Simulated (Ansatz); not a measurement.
**NaSrHfNbO6: Na removal**

These are results of DFT PBE+D3(BJ), scalar-relativistic, plane waves, PAW in Ansatz, not measurements.

Plane waves to 420 eV, a k mesh through Γ of 6×6×6 on the computed 10-atom cell and Gaussian smearing (0.02 eV); no spin polarisation for the host; each changed cell takes a mesh and smearing chosen by its own gap and starts from the host's moments or customary ones, or runs without spin. Cells and atoms are relaxed to the nearest stationary point that keeps the symmetry of their start (forces under 0.02 to 0.04 eV/Å, stress under 0.1 to 0.2 GPa); energies are at zero smearing, without zero-point or thermal terms.

Relaxed NaSrHfNbO6 (gap on the mesh 2.57 eV):

```
CELL_PARAMETERS angstrom
0.00000 4.04704 4.04704
4.04704 0.00000 4.04704
4.04704 4.04704 0.00000
ATOMIC_POSITIONS crystal
Na 0.75000 0.75000 0.75000
Sr 0.25000 0.25000 0.25000
Hf 0.00000 0.00000 0.00000
Nb 0.50000 0.50000 0.50000
O 0.74486 0.25514 0.25514
O 0.25514 0.74486 0.74486
O 0.74486 0.74486 0.25514
O 0.25514 0.25514 0.74486
O 0.25514 0.74486 0.25514
O 0.74486 0.25514 0.74486
```

Cases, by atom numbers of the cell above: (1) atom 1 removed.

The table gives for each case the energy to move one Na into Na metal, the mean voltage and the change of the cell.

```json
{"case": "1", "formula": "SrHfNbO6", "energy per Na (eV)": "4.40", "mean voltage against Na (V)": "4.40", "ΔV (%)": "-0.3", "principal strains (%)": "-0.1 -0.1 -0.1", "space group": "F-43m", "gap (eV)": "0"}
```

**Question.** What happens when all Na is exchanged for K?

**Answer.** The exchange against the metals takes -0.39 eV per ion, the volume changes by +1.6 % (F-43m, gap 2.52 eV), and the mean voltage of K over the emptied host is 4.79 V.

Emptied cells are the nearest stationary points that keep their symmetry and need not be the stable phases of those compositions. Voltages count 1 electron per Na.

Spin-orbit coupling is left out. Spin polarisation was left out, and a magnetic state may lie lower.

Cost: 3 runs of about 1.2 core-minutes in all, on Intel Xeon Platinum 8581C (Emerald Rapids) (shared hosts).